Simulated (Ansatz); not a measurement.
Y$_{2}$N:
Space group P-3m1 (No. 164); a = 3.4638 Å, b = 3.4638 Å, c = 5.9287 Å, α = 90.00°, β = 90.00°, γ = 120.00°

```
atom  site  symmetry       x       y       z
----  ----  --------  ------  ------  ------
N       1a      -3m.  0.0000  0.0000  0.0000
Y       2d       3m.  0.3333  0.6667  0.2216
```

Relaxed with PBEsol.

**Question.** Decompose the optical modes at the zone centre into irreducible representations, and say which are infrared and Raman allowed.

**Answer.** Point group -3m: Γ_opt = A1g + A2u + Eg + Eu. Infrared: A2u, Eu. Raman: A1g, Eg.

**Question.** Assign frequencies (DFPT, plane-wave PAW PBEsol (Ansatz code)).

**Answer.** Eg 135, A1g 212, A2u 353, Eu 392 cm⁻¹.

A made-up cell: these elements were put on the sites of a structure type; neither database checked (COD, Materials Project) lists it. Its standing as an ambient phase is unchecked. The cell was relaxed with PBEsol under the symmetry of its start; whether a distortion lowers the energy is not shown. No spin polarisation was allowed. With an odd number of electrons in the cell and no spin polarisation, the count alone makes it a metal. As this level gives no gap, phonon frequencies hold no LO–TO term and depend on the k-mesh and smearing (Fermi–Dirac, 0.1 eV here).

Potentials: the earlier of the program's two PAW sets. The files were generated under PBE; for other functionals the program regenerates the frozen cores, and for LDA and PBEsol the local potential too.
